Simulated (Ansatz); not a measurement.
AgBr (rock salt, Fm-3m) at seven volumes, plane-wave PAW PBE (Ansatz code), shape and atoms relaxed at each. One row is withheld.

| V (Å³/atom) | P (GPa) |
|---|---|
| 22.666 | 4.71 |
| 23.414 | 2.83 |
| 24.161 | ? |
| 24.908 | 0.00 |
| 25.655 | -1.06 |
| 26.403 | -1.93 |
| 27.150 | -2.65 |

Task: Fit the shown pressures and predict the withheld one.

Result: P = (3/2)B₀(x^(7/2) − x^(5/2))[1 + (3/4)(B′ − 4)(x − 1)] with x = (V₀/V)^(2/3). Least squares on the six rows gives V₀ = 24.908 Å³/atom, B₀ = 38.8 GPa, B′ = 5.38. At V = 24.161, x = 1.0205 and P = 1.28 GPa. The run itself gave 1.28 GPa.

Symmetry was held in the PBE relaxation. The run is not spin-polarised.

Potentials: the later of the program's two PAW sets.
